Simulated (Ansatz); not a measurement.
BiB in space group P-6m2 (No. 187; B on 1a, Bi on 1f), a = b = 3.5831 Å, c = 3.3266 Å, α = β = 90.00°, γ = 120.00°.

Relaxed with PBEsol.

### Question
Decompose the optical modes at the zone centre into irreducible representations, and say which are infrared and Raman allowed.

### Answer
Point group -6m2: Γ_opt = A2'' + E'. Infrared: A2'', E'. Raman: E'.

### Question
Assign frequencies (DFPT, PBEsol (plane waves, PAW; program Ansatz)).

### Answer
A2'' 73, E' 265 cm⁻¹.

A made-up cell: these elements were put on the sites of a structure type; neither database checked (COD, Materials Project) lists it. Whether it is the stable phase at ambient conditions was not checked. Symmetry was held in the PBEsol relaxation; of distortions, only those at the zone centre were tested. As this level gives no gap, phonon frequencies hold no LO–TO term and depend on the k-mesh and smearing (Fermi–Dirac, 0.1 eV here). Spin–orbit coupling is left out wherever it is not named.

Potentials: the later of the program's two PAW sets.
